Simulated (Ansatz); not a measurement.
ZrO2:
```yaml
crystal:
  lattice:
    - [3.60134, 0.00000, 0.00000]
    - [0.00000, 3.60134, 0.00000]
    - [0.00000, 0.00000, 5.22807]
  atoms:
    - { symbol: Zr, position: [0.00000, 0.00000, 0.00000] }
    - { symbol: Zr, position: [0.50000, 0.50000, 0.50000] }
    - { symbol: O, position: [0.00000, 0.50000, 0.19679] }
    - { symbol: O, position: [0.00000, 0.50000, 0.69679] }
    - { symbol: O, position: [0.50000, 0.00000, 0.30321] }
    - { symbol: O, position: [0.50000, 0.00000, 0.80321] }
```

Plane-wave PAW r²SCAN (Ansatz code) gives a gap of 4.60 eV without spin–orbit coupling, maximum on the M–Γ line, 55 % of the way from M, minimum at Γ.

Question: What happens when spin–orbit coupling is switched on?

Answer: The gap is nearly the same, to 4.60 eV; maximum on the M–Γ line, 55 % of the way from M, minimum at Γ.

Question: Give the electron effective mass with spin–orbit coupling.

Answer: 0.63, 0.63, 2.2 mₑ (principal values).

Question: Give the hole effective mass with spin–orbit coupling.

Answer: 0.70, 2.2, 8.9 mₑ (principal values).

Space group P4_2/nmc. This is a known high-temperature phase of the composition, computed here at zero pressure and temperature. The cell was relaxed with r²SCAN under the symmetry of its start; whether a distortion lowers the energy is not shown. The run is not spin-polarised.

Potentials: the later of the program's two PAW sets.
